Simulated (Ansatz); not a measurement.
According to the program Ansatz at the r²SCAN level (PAW), TiTe$_{2}$ in the CdI2 type structure (P-3m1) relaxes to a = 3.798 Å, c = 6.928 Å. Ti has 6 nearest neighbours from 2.78 Å (octahedral); Te has 3 nearest neighbours from 2.78 Å (trigonal pyramidal). Its formation energy from the elements is -0.83 eV/atom, with no fitted shifts.

Electronic character: metallic (no gap).

The cell was relaxed with r²SCAN under the symmetry of its start. No spin polarisation was allowed. A crystal of weakly bound layers computed without a dispersion correction: the cell and the soft elastic constants depend strongly on that. The references are the lowest solids computed at this level, not always the standard phases. Spin–orbit coupling is left out wherever it is not named.

Potentials: the earlier of the program's two PAW sets.
